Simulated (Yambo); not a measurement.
G0W0@PBEsol for KPF6 (space group R-3, No. 148) in Yambo (2×2×2 mesh, 7 Ry block, plasmon pole, screening fixed), without a terminator:

```json
[
 {"bands N in G": "66", "gap Γ → Γ (eV)": "12.192", "shift of the valence edge (eV)": "-2.331"},
 {"bands N in G": "105", "gap Γ → Γ (eV)": "12.165", "shift of the valence edge (eV)": "-2.509"},
 {"bands N in G": "157", "gap Γ → Γ (eV)": "12.212", "shift of the valence edge (eV)": "-2.658"}
]
```

Question: Extrapolate both columns to infinite N with E(N) = E∞ + A/N, test the form, and compare with the terminator.

Answer: From two points, E∞ = (N2 E2 − N1 E1)/(N2 − N1). The two largest N give 12.31 eV for the gap and -2.96 eV for the shift; the two smallest give 12.12 eV and -2.81 eV. For the gap the slopes A are 4.8 and -15 eV: the form isn't reached, and its limit is uncertain. For the shift the slopes A are 32 and 47 eV: the form isn't reached, and its limit is uncertain. With the Bruneval-Gonze terminator and 157 bands the run gives 12.27 eV and -2.88 eV, 0.04 eV and 0.07 eV from the extrapolated values: the terminator too is an estimate of the remainder. Block, mesh and the bands in W are held fixed.

Geometry of the Materials Project entry, not relaxed at this level; primitive cell a = 4.723 Å, b = 4.723 Å, c = 4.723 Å, α = 97.80°, β = 97.80°, γ = 97.80°.

The structure is a Materials Project entry; no match was found in the copy of COD used, and its stability was not checked.

A shift is the quasiparticle energy of the state minus its PBEsol energy.
